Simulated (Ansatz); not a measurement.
# Ansatz 0.2.0, vacancy hop by nudged elastic band: Al2Pt

The command:

```bash
ansatz run input.yaml --threads 4 --pin off --max-ram 8192MiB --backend cpu --events-out ev --progress --plain --runs-dir out
```

Input:

```yaml
crystal:
  lattice:
    - [0.0, 5.902424, 5.902424]
    - [5.902424, 0.0, 5.902424]
    - [5.902424, 5.902424, 0.0]
  atoms:
    - { symbol: Pt, position: [0.00168926, -0.00220326, 0.00094656] }
    - { symbol: Al, position: [0.12662447, 0.12680511, 0.12298234] }
    - { symbol: Al, position: [0.37172263, 0.37510398, 0.37665072] }
    - { symbol: Pt, position: [-0.00020485, -0.00304054, 0.50469291] }
    - { symbol: Al, position: [0.12818963, 0.11964412, 0.62629326] }
    - { symbol: Al, position: [0.37553123, 0.37616481, 0.87285055] }
    - { symbol: Pt, position: [-0.00553581, 0.5000393, 0.00331347] }
    - { symbol: Al, position: [0.12505796, 0.62619244, 0.12622148] }
    - { symbol: Al, position: [0.37951526, 0.87645989, 0.37354593] }
    - { symbol: Pt, position: [-0.00304302, 0.5002411, 0.49953519] }
    - { symbol: Al, position: [0.12345671, 0.62507373, 0.6275715] }
    - { symbol: Al, position: [0.37850991, 0.87218568, 0.8751748] }
    - { symbol: Pt, position: [0.50014449, 0.00454998, -0.00012712] }
    - { symbol: Al, position: [0.62192786, 0.12806737, 0.12425118] }
    - { symbol: Al, position: [0.87361202, 0.37280816, 0.37819942] }
    - { symbol: Pt, position: [0.50369694, -0.0067171, 0.49937972] }
    - { symbol: Al, position: [0.62621718, 0.1243849, 0.62549263] }
    - { symbol: Al, position: [0.87799362, 0.37095115, 0.8786405] }
    - { symbol: Pt, position: [0.50298276, 0.49577494, -0.00024243] }
    - { symbol: Al, position: [0.88103412, 0.87675631, 0.37156274] }
    - { symbol: Pt, position: [0.5002173, 0.50141613, 0.49966815] }
    - { symbol: Al, position: [0.62634585, 0.62134265, 0.62663758] }
    - { symbol: Al, position: [0.87881322, 0.87658769, 0.86960641] }
kpoints:
  mp_grid: { grid: [2, 2, 2] }
magnetization:
  spin_polarized: false
scf:
  occupations: { method: gaussian, width: 0.1 }
hamiltonian:
  pseudopotentials: { kind: paw }
  xc: pbe
basis:
  ecutwfc: 420
neb:
  images: 3
  relax_end_points: true
  climbing: true
  f_tol: 0.05
  max_iterations: 40
  order_check: false
  final_atoms:
    - { symbol: Pt, position: [0.00168926, -0.00220326, 0.00094656] }
    - { symbol: Al, position: [0.12662447, 0.12680511, 0.12298234] }
    - { symbol: Al, position: [0.37172263, 0.37510398, 0.37665072] }
    - { symbol: Pt, position: [-0.00020485, -0.00304054, 0.50469291] }
    - { symbol: Al, position: [0.12818963, 0.11964412, 0.62629326] }
    - { symbol: Al, position: [0.37553123, 0.37616481, 0.87285055] }
    - { symbol: Pt, position: [-0.00553581, 0.5000393, 0.00331347] }
    - { symbol: Al, position: [0.12505796, 0.62619244, 0.12622148] }
    - { symbol: Al, position: [0.6239787, 0.62650758, 0.12270611] }
    - { symbol: Pt, position: [-0.00304302, 0.5002411, 0.49953519] }
    - { symbol: Al, position: [0.12345671, 0.62507373, 0.6275715] }
    - { symbol: Al, position: [0.37850991, 0.87218568, 0.8751748] }
    - { symbol: Pt, position: [0.50014449, 0.00454998, -0.00012712] }
    - { symbol: Al, position: [0.62192786, 0.12806737, 0.12425118] }
    - { symbol: Al, position: [0.87361202, 0.37280816, 0.37819942] }
    - { symbol: Pt, position: [0.50369694, -0.0067171, 0.49937972] }
    - { symbol: Al, position: [0.62621718, 0.1243849, 0.62549263] }
    - { symbol: Al, position: [0.87799362, 0.37095115, 0.8786405] }
    - { symbol: Pt, position: [0.50298276, 0.49577494, -0.00024243] }
    - { symbol: Al, position: [0.88103412, 0.87675631, 0.37156274] }
    - { symbol: Pt, position: [0.5002173, 0.50141613, 0.49966815] }
    - { symbol: Al, position: [0.62634585, 0.62134265, 0.62663758] }
    - { symbol: Al, position: [0.87881322, 0.87658769, 0.86960641] }
```

Origin of the cell: a database entry, scaled a little.

The cell is 2×2×2 cells of Al2Pt with one Al taken out; atom 9 (Al) hops into the empty site, 2.96 Å away before the end points are relaxed. All atoms were shaken by about 0.02 Å first.

Output (shortened):

```
Warning: neb: disabling space-group detection — the band's intermediate images generally break the endpoint symmetry, so no spatial operation reduces the k-mesh or symmetrises the density, ex […]
Pseudopotentials: kind: paw
Pseudopotential: Pt, paw, valence charge 18, recommended cutoff 420 eV (normal), Pt.paw.azcp
Pseudopotential: Al, paw, valence charge 3, recommended cutoff 420 eV (normal), Al.paw.azcp
Functional definition: PBE
  exchange = pbe_x(kappa = kappa, mu = beta*pi^2/3)
  correlation = pbe_c(beta = beta)
parallel-image band execution: 3 concurrent image workers
NEB image 0
Crystal: 23 atoms, lattice volume = 411.264 Å³
Basis set: ecut = 420 eV, 7991 PW (Γ), exchange–correlation on 120×120×120 points (8 copies of the dense FFT grid, shifted against one another)
Bands: 118, of which v1, the nominal top of the filled ones, is band 95 counted from 1 (94 counted from 0)
[… 6 lines left out …]
Initial density: superposition of atomic densities (neutral atoms: chi_scale 0, normalization atom), corrected by the library's trained network
Functional: x = pbe(κ = 0.804, μ = 0.219515), c = pbe(β = 0.066725)
SCF iter   1: F=—  HF=-108265.314924 eV  Δρ=4.11e-3  dr2=2.16e-1  defer=42
SCF iter   2: F=—  HF=-108265.291283 eV  Δρ=2.10e-3  dr2=6.79e-2  defer=45
SCF iter   3: F=—  HF=-108265.278892 eV  Δρ=7.53e-4  dr2=1.34e-2  defer=45
[… 4 lines left out …]
SCF iter   8: F=—  HF=-108265.276653 eV  Δρ=1.09e-5  dr2=7.13e-7  defer=45
SCF iter   9: F=—  HF=-108265.276653 eV  Δρ=5.07e-6  dr2=1.55e-7  defer=45
SCF iter  10: F=-108265.276653 eV  HF=-108265.276653 eV  Δρ=2.59e-6  dr2=5.08e-8
NEB iter   1: max|band force component| = 2.874e0 eV/Å  barrier→ = 1.8476 eV  barrier← = 1.8476 eV  Δτ_max = 0.1698 Å  (55 SCF iters)
NEB iter   2: max|band force component| = 4.633e-1 eV/Å  barrier→ = 1.0440 eV  barrier← = 1.0440 eV  CI = image 2  Δτ_max = 0.0847 Å  (27 SCF iters)
NEB iter   3: max|band force component| = 1.604e-1 eV/Å  barrier→ = 0.9734 eV  barrier← = 0.9734 eV  CI = image 2  Δτ_max = 0.0418 Å  (27 SCF iters)
NEB iter   4: max|band force component| = 5.459e-2 eV/Å  barrier→ = 0.9571 eV  barrier← = 0.9570 eV  CI = image 2  Δτ_max = 0.0099 Å  (22 SCF iters)
NEB iter   5: max|band force component| = 3.480e-2 eV/Å  barrier→ = 0.9564 eV  barrier← = 0.9564 eV  CI = image 2  Δτ_max = 0.0000 Å  (18 SCF iters)
--- NEB band (5 images, 5 band iterations, 149 SCF iterations, 45 more in tests of the images' electronic states and relaxations of end points) ---
  forward barrier  = 0.956404 eV
  backward barrier = 0.956368 eV
  lagrangian_above_aufbau_ev (what the smearing adds, to first order; not taken off the barriers): saddle image -0.023214 eV, end points -0.087265 and -0.088077 eV
  climbing image's point = of an order that was not read
  energies are F+E_penalty+E_count in eV, relative to image 0
  image     s (Å)  Δ vs image 0  max|band force component| (eV/Å)
      0    0.0000      0.000000                                 —
      1    0.8263      0.403847                          2.656e-2
  *   2    1.6526      0.956404                          3.480e-2
      3    2.4795      0.403198                          2.661e-2
      4    3.3065      0.000036                                 —
```

The converged band:

| image | path over all atoms (Å) | ΔF (eV) | Al x | y | z (Å) |
| --- | --- | --- | --- | --- | --- |
| 0 | 0.00 | 0.000 | 7.36 | 4.43 | 7.38 |
| 1 | 0.83 | 0.404 | 6.73 | 4.43 | 7.38 |
| 2 | 1.65 | 0.956 | 5.90 | 4.43 | 7.38 |
| 3 | 2.48 | 0.403 | 5.07 | 4.43 | 7.38 |
| 4 | 3.31 | 0.000 | 4.44 | 4.43 | 7.38 |

Highest image (2), forces in eV/Å:

```xyz
23
Lattice="0.000 5.902 5.902 5.902 0.000 5.902 5.902 5.902 0.000" Properties=species:S:1:pos:R:3:forces:R:3 pbc="T T T" image=2
Pt   -0.002   -0.024    0.030    0.000    0.008   -0.008
Al    1.472    1.435    1.495    0.011    0.002    0.002
Al    4.426    4.452    4.380   -0.011    0.002    0.002
Pt    2.826    2.983    0.026    0.003    0.001    0.001
Al    4.383    4.433    1.476   -0.003    0.000    0.000
Al    7.628    7.384    4.427    0.012    0.000    0.000
Pt    3.072   -0.020    2.925   -0.003   -0.001   -0.001
Al    4.529    1.482    4.427   -0.035    0.000    0.000
Al    5.900    4.432    7.378    0.000   -0.001   -0.001
Pt    5.900    2.988    2.921    0.000   -0.008    0.008
Al    7.374    4.452    4.380    0.011    0.002    0.002
Al   10.329    7.337    7.398   -0.011    0.002    0.002
Pt   -0.002    2.751    3.158    0.000    0.000    0.000
Al    1.472    4.414    4.474    0.011   -0.002   -0.002
Al    4.426    7.431    7.359   -0.011   -0.002   -0.002
Pt    2.826    5.883    2.925    0.003   -0.001   -0.001
Al    4.172    7.384    4.427   -0.012    0.000    0.000
Al    7.417   10.335    7.378    0.003    0.000    0.000
Pt    3.072    2.983    5.928   -0.003    0.001    0.001
Al    7.271    7.384   10.329    0.035    0.000    0.000
Pt    5.900    6.115    5.696    0.000    0.000    0.000
Al    7.374    7.431    7.359    0.011   -0.002   -0.002
Al   10.328   10.316   10.377   -0.011   -0.002   -0.002
```

Barrier of this path: 0.96 eV forwards, 0.96 eV backwards, after 5 band iterations.

Caveats: no moments, though an odd count or open d shells may carry them; no spin-orbit coupling, though heavy elements are present; the k mesh is coarse if the cell is a metal; a small cell with a neutral vacancy and no spin, whose shape can make like sites unlike; the cell is held at a rescaled volume, and strain moves barriers; the hop was drawn among near neighbours and need not be the easiest path; few images and a loose tolerance, and neither the top nor the ends were tested for their order.

It ran for 2.9 min on 4 threads of Arm Neoverse V1, with other jobs on the host, peak memory 2.2 GiB, from the program's own first density.
